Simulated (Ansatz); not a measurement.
GaCu₃:
```
GaCu3
1.0
    5.17350     0.00000     0.00000
   -2.58675     4.48038     0.00000
    0.00000     0.00000     4.18924
Ga Cu
2 6
Direct
  0.33333   0.66667   0.75000
  0.66667   0.33333   0.25000
  0.16527   0.33053   0.25000
  0.83473   0.66947   0.75000
  0.83473   0.16527   0.75000
  0.16527   0.83473   0.25000
  0.66947   0.83473   0.25000
  0.33053   0.16527   0.75000
```

Relaxed with r²SCAN. Special points in fractions of this cell's reciprocal vectors: Γ (0.000, 0.000, 0.000); M (0.500, 0.000, 0.000); K (0.333, 0.333, 0.000); A (0.000, 0.000, 0.500); L (0.500, 0.000, 0.500); H (0.333, 0.333, 0.500).

Problem. List the band energies nearest the Fermi level at these points for DFT-r²SCAN in the program Ansatz with PAW potentials.

Solution. In eV from the Fermi level; about four levels below and three above (degenerate sets whole), none deeper than 8.9 eV; points with the same levels are listed once.

```csv
k,below,above
Γ,-1.75 -1.31 -1.31 -0.97,0.04 0.04 1.70
M,-2.33 -2.23 -2.20 -1.27,0.97 1.02 1.85
K,-2.68 -2.68 -2.51 -2.51 -2.24,1.13 1.13 1.18
A,-1.37 -1.37 -1.37 -1.37 -1.03 -1.03,2.01 2.01 3.32 3.32 3.32 3.32
L,-0.92 -0.92 -0.61 -0.61,6.10 6.10 6.36 6.36
H,-2.28 -2.28 -2.06 -2.06,2.04 2.04 3.69 3.69
```

Space group P6_3/mmc. The first step of the workflow began from a Materials Project structure, measured or hypothetical; the Crystallography Open Database copy checked does not list it. With Ga and Cu taken as one species the cell has the higher symmetry P6_3/mmc, so it may be an ordered model of a mixed-site phase. Its standing as an ambient phase is unchecked. Symmetry was held in the r²SCAN relaxation; whether a distortion lowers the energy is not shown. No spin polarisation was allowed. Scalar-relativistic: spin–orbit coupling is off unless named, which matters more the heavier the elements.

Potentials: the later of the program's two PAW sets.
